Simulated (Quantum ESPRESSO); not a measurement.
One change at a time to NbScSn6

Calculated results; nothing here was measured. They come from Quantum ESPRESSO 7.5, a public plane-wave density functional program. Each row is one single-point run on a made-up periodic cell of eight metal atoms, with elements, volume, strain and displacements drawn at random and not relaxed, so a cell may be unstable or far from any real phase. There is no spin polarisation or spin-orbit coupling.

Settings: PBE unless stated; PseudoDojo standard norm-conserving files; Fermi-Dirac width 0.25 eV, which means electrons at about 2900 K; cutoff 1197 eV; 5 x 4 x 4 k mesh shifted half a step off Gamma. E is the free energy of the whole cell (internal energy minus TS), so a -TS column is already part of it. Stress is positive in tension, and the pressure P is minus a third of its trace.

Checks: one run of this series was repeated at a higher cutoff and on a denser mesh, which moved values by no more than 0.011 eV, 0.08 GPa and 0.017 eV/Å, and a second program with other atomic files agreed on it to 2 % rms in force and 0.5 GPa in pressure. Known limits: the tin pseudopotential is less sure than most, with forces differing by about three percent from a second method on plain tin; a spin test at this wide smearing found no moment, but such smearing suppresses magnetism that the real alloy may have.

The lattice is face-centred cubic, and the cell vectors in Å are (-2.207, -4.514, -2.221); (-4.655, 2.352, 2.272); (-0.061, 4.609, -4.571), a volume of 190.85 Å³ in run 1. The elements on sites 1 to 8 are Sn Sn Sn Sn Nb Sn Sc Sn. Each later run makes one change to run 1 and keeps the rest. E is counted from run 1, and is n/a where other atomic files have another zero of energy.

```
run                           change  V (Å³)  P (GPa)  -TS (eV)  rms force (eV/Å)  largest change of a force component (eV/Å)  E (eV)
  1                             none  190.85     1.17    -1.249             0.303                                       0.000   0.000
  2          sites 4 and 5 exchanged  190.85     1.04    -1.270             0.369                                       1.047   0.067
  3    all lengths scaled by -1.42 %  182.84     4.55    -1.191             0.333                                       0.096       ?
  4              LDA in place of PBE  190.85    -4.18    -1.264             0.294                                       0.074     n/a
  5                     Rh on site 2  190.85    -5.43    -1.425             0.401                                       0.748     n/a
  6  site 5 moved by +0.06 Å along z  190.85     1.26    -1.248             0.309                                       0.140   0.017
```

## Worked estimate

Along a uniform scaling dE = -P dV. The mean of the two pressures is 2.860 GPa and the volume changes by -8.01 Å³, with 160.2 GPa to one eV/Å³. The same two rows give -V dP/dV = 79 GPa for this cell with clamped atoms, which is not the bulk modulus of a real alloy.

## Withheld value

Question: what E should run 3 give?

The estimate is 0.143 eV. The calculation gave 0.140 eV. The mean of two end points misses the curvature of P, and the finite cutoff adds a little.
